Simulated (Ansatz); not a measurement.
These are results of DFT PBE, scalar-relativistic, plane waves, PAW in Ansatz, not measurements. All cells share a 420 eV cutoff and Γ-centred k meshes spaced at most about 0.3 Å⁻¹ (about 0.25 or finer for metals, 2π included). Collinear spin in cells that started with moments and kept them past the coarse steps, no spin elsewhere.

These are static total energies at zero pressure. All come from trial cells, and lower structures may exist.

Problem. These unrelaxed guesses for TiTe3Se are each relaxed within their symmetry. Order them by the energy at which they end, lowest first.
A.

```xyz
5
Lattice="4.8599 0.0000 0.0000 0.0000 4.8599 0.0000 0.0000 0.0000 7.5397" Properties=species:S:1:pos:R:3 pbc="T T T"
Ti    2.4299    2.4299    5.1612
Te    2.4299    0.0000    2.6700
Te    0.0000    2.4299    2.6700
Te    2.4299    2.4299    7.3880
Se    2.4299    2.4299    1.9301
```

B.

```xyz
5
Lattice="3.6581 2.1120 3.4270 -3.6581 2.1120 3.4270 0.0000 -4.2240 3.4270" Properties=species:S:1:pos:R:3 pbc="T T T"
Ti    0.0000    0.0000    0.0000
Te    0.0000   -2.1120    1.7135
Te    1.8291    1.0560    1.7135
Te   -1.8291    1.0560    1.7135
Se    0.0000    0.0000    5.1405
```

C.

```xyz
5
Lattice="5.7985 0.0000 0.0000 0.0000 5.7985 0.0000 0.0000 0.0000 5.7985" Properties=species:S:1:pos:R:3 pbc="T T T"
Ti    2.8993    2.8993    2.8993
Te    0.0000    2.8993    2.8993
Te    2.8993    0.0000    2.8993
Te    2.8993    2.8993    0.0000
Se    0.0000    0.0000    0.0000
```

Solution. A (ends in P4mm, 0 meV/atom), B (ends in R-3m, 78 meV/atom), C (ends in Pm-3m, antiperovskite type, 153 meV/atom).

No dispersion correction is applied, so the spacing and binding between layers, chains or molecules are poorly described (P4mm), and this can change margins and order among such cells. Spin–orbit coupling, which can matter for Te, is left out. The magnetic state reached may not be the lowest. Cells relaxed within their symmetry can be saddle points. Some candidate types were left out of the draw beforehand, so a known form may be missing.
